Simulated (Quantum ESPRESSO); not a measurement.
## GeSiAlN3O (convergence and cost over cutoff and k mesh)

Simulated, not a measurement. The program is pw.x of Quantum ESPRESSO 7.5 (plane-wave density functional theory). The cell is made up: 7 atoms on a wurtzite lattice with one site empty, with randomly drawn elements, strain and displacements, not relaxed. PseudoDojo standard norm-conserving files (v0.5 for PBE, v0.4.1 for LDA and PBEsol) set the functional; there is no spin polarisation, spin-orbit coupling or dispersion term, and the masses in the input are unused placeholders.

Input of the run in row 2:

```
&control calculation='scf', pseudo_dir='./dojo.nc.sr.pbe.v0_5.standard.upf', outdir='./o', disk_io='medium', tprnfor=.true., tstress=.true. /
&system ibrav=0, nat=7, ntyp=5, nbnd=27, ecutwfc=84.00895049, nosym=.true., tot_charge=0,
 occupations='smearing', smearing='fd', degauss=0.0018374661
/
&electrons conv_thr=7.350e-09, electron_maxstep=60, /
ATOMIC_SPECIES
Al 1.0 Al.upf
Ge 1.0 Ge.upf
N 1.0 N.upf
O 1.0 O.upf
Si 1.0 Si.upf
CELL_PARAMETERS angstrom
2.9546 0.0021 0.0101
0.0037 5.1474 0.0359
0.0165 0.0339 4.8698
ATOMIC_POSITIONS angstrom
Ge 1.5938 2.5733 -0.0987
Si 1.5095 0.7908 2.4432
Al 0.0973 3.5071 2.3713
N 0.0353 0.0167 1.8334
N 1.5289 2.6224 1.6428
O 1.4717 0.9178 4.103
N 0.1101 3.4952 4.1451
K_POINTS automatic
6 4 4 1 1 1
```

The same cell was run at these settings. Meshes are shifted by half a step, and differences are from the last row, which is itself not exact.

| cutoff (eV) | k mesh | k points solved | threshold (eV) | free energy less the last row's (eV) | pressure (GPa) | largest stress difference (GPa) | largest force difference (eV/Å) | iterations | wall time (s) | k-point pools | processor |
| --- | --- | --- | --- | --- | --- | --- | --- | --- | --- | --- | --- |
| 800 | 2 x 2 x 2 | 4 | 1e-04 | 0.128 | -7.68 | 27.99 | 0.311 | 8 | 15 | 1 | AMD EPYC, Zen 5 class |
| 1143 | 6 x 4 x 4 | 48 | 1e-07 | 0.000 | 14.36 | 0.02 | 0.004 | 11 | 172 | 1 | AMD EPYC, Zen 5 class |
| 1437 | 8 x 6 x 6 | 144 | 1e-07 | 0.000 | 14.36 | 0.00 | 0.000 | 12 | 781 | 1 | AMD EPYC, Zen 5 class |

Each pool is one process. Wall times include start-up and a band step at six k points, which weighs most on the coarsest meshes. The runs were on shared virtual cores whose load varied, so times are rough.